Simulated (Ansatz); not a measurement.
**Mg2Al3CrS8: Coordination and S-33 quadrupole coupling**

Cell: a Materials Project structure (computed, not necessarily an observed phase), atoms as given.

Space group R-3m:H (No. 166); a = 7.2177, c = 17.7781 Å, γ = 120.00°.

```csv
site,Wyckoff,site symmetry,x,y,z
Mg,6c,3m,0.0000,0.0000,0.8745
Al,9e,.2/m,0.6667,0.8333,0.3333
Cr,3b,-3m,0.0000,0.0000,0.5000
S7,18h,.m,0.7001,0.8500,0.5873
S9,6c,3m,0.0000,0.0000,0.2618
```

One atom of each set is listed; the run and its k-mesh use a cell of 14 atoms with edges of 7.24, 7.24, 7.24 Å.

All values are calculated (Ansatz; DFT, PBE, plane waves and PAW, scalar-relativistic, collinear spin, 420 eV cutoff, Γ-centred 5×5×5 k-points, Fermi–Dirac smearing 0.02 eV), not measured. Start moments as typed (μB): 3 on each Cr, none on the rest.

Q(S-33) = -69.40 mb.

(1) Rank these S sites by |C_Q|, smallest first.
A. S7: 1 Cr at 2.43 Å, 1 Mg at 2.43 Å, 2 Al at 2.44 Å
B. S9: 1 Mg at 2.42 Å, 3 Al at 2.44 Å

Answers

(1) B (2.05 MHz, η = 0.00), A (2.76 MHz, η = 0.81).

An axis of threefold or higher order runs through S9, so V_zz lies along it and η is zero. Like point charges on the first shell alone (each adding as 1/d³) would put S9 above S7: the kind of neighbour, the covalent part of each bond and the atoms beyond the first shell count as well.

All moments are parallel here, as the start or the cell imposes; many such compounds order antiparallel, where fields and spin densities carried over to other atoms largely cancel. The magnetic order is the one that the run reached from its start moments, not necessarily the measured one.
